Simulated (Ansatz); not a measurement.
This cell of VN (rock salt) is off equilibrium:

```xyz
2
Lattice="0.0000 2.0922 2.0922 2.0922 0.0000 2.0922 2.0922 2.0922 0.0000" Properties=species:S:1:pos:R:3 pbc="T T T"
N      0.0000     0.0000     0.0000
V      2.0922     2.0922     2.0922
```

Level of theory: PBE (plane waves to 420 eV, PAW, scalar-relativistic; Ansatz, a program for electronic structure). k mesh 19×19×19 (Γ-centred), Fermi-Dirac smearing 0.05 eV. Energies are smeared free energies. Stress and pressure are positive under compression. VN is run without spin polarisation. VN was relaxed with its symmetry unable to fall.

**Question.** Give the stress tensor in GPa and the pressure.

**Answer.** 
```
  -13.8      0.0      0.0
    0.0    -13.8      0.0
    0.0      0.0    -13.8
```
The pressure, a third of the trace, is -13.8 GPa.

**Question.** It is the relaxed cell scaled evenly to V/V₀ = 1.050, atoms relaxed where free. What is its energy relative to the relaxed cell?

**Answer.** 20 meV/atom.

(Under strain, the slope of the energy per volume gives the stress and its curvature an elastic modulus.)
